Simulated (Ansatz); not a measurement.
Method: r²SCAN, scalar-relativistic; no spin polarisation; PAW, 500 eV, 10×10×10 k-mesh, Gaussian smearing of 0.05 eV; code Ansatz; PAW files: Ansatz's generated set soft_2.

A crystal of composition XRu, relaxed at this level of theory, gives this pattern between 10° and 80°.

Cu Kα1 powder pattern (kinematic, no thermal factors).
| 2θ (°) | relative intensity |
| --- | --- |
| 25.50 | 100 |
| 29.52 | 10 |
| 42.24 | 72 |
| 49.99 | 49 |
| 52.38 | 3 |
| 61.28 | 12 |
| 67.47 | 20 |
| 69.47 | 4 |
| 77.24 | 25 |

Task: Which lattice and cell does the pattern come from?

Result: Cubic, space group F-43m (No. 216), a = 6.046 Å, b = 6.046 Å, c = 6.046 Å, α = 90.00°, β = 90.00°, γ = 90.00°. The line positions fix the lattice at most, not the space group, and lines under 1 % of the strongest aren't listed; this is the group of the computed cell.

The calculation on XRu, where X is one element, gave:

```yaml
Band_gap: zero (metallic)
Density_of_states_at_the_Fermi_level: 0.63 states/(eV·atom)
Bader_charges: Ru -0.28; X 0.28 e
Formation_energy_from_the_elements_0_K_uncorrected: 0.90 eV/atom (unstable against the elements)
Bulk_modulus_Birch–Murnaghan: 87 GPa
Pressure_derivative_B0′: 4.9
```

Sites: Ru on 4a, X on 4d.

Task: Which element is X?
A. At
B. Pb
C. Tl
D. Bi

Result: D. X is Bi, so the compound is BiRu.

This is a trial structure made by placing the elements on a prototype's sites, so it needn't be the stable form.

For elements this heavy, spin–orbit coupling would shift levels and gaps; it isn't included here.
